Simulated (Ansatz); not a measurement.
**ZnS: Coordination and Zn-67 quadrupole coupling**

Cell: a computed structure from the Materials Project (it need not be an observed phase), taken as it stands.

Space group P6_3mc (No. 186); a = 3.8090, c = 12.4526 Å, γ = 120.00°.

| site | Wyckoff | site symmetry | x | y | z |
| --- | --- | --- | --- | --- | --- |
| Zn1 | 2b | 3m. | 0.6667 | 0.3333 | 0.7499 |
| Zn3 | 2a | 3m. | 0.0000 | 0.0000 | 0.5000 |
| S5 | 2b | 3m. | 0.6667 | 0.3333 | 0.9377 |
| S7 | 2a | 3m. | 0.0000 | 0.0000 | 0.6873 |

One atom of each set is listed.

All values are calculated (Ansatz; DFT, PBE, plane waves and PAW, scalar-relativistic, 420 eV cutoff, Γ-centred 8×8×3 k-points, Fermi–Dirac smearing 0.02 eV), not measured.

Q(Zn-67) = 122.0 mb.

(1) Order the Zn environments from the weakest to the strongest quadrupole coupling.
A. Zn3: 4 S at 2.33 Å
B. Zn1: 4 S at 2.33–2.34 Å

Answers

(1) B (0.042 MHz, η = 0.00), A (0.353 MHz, η = 0.00).

An axis of threefold or higher order runs through Zn1 and Zn3, so V_zz lies along it and η is zero.
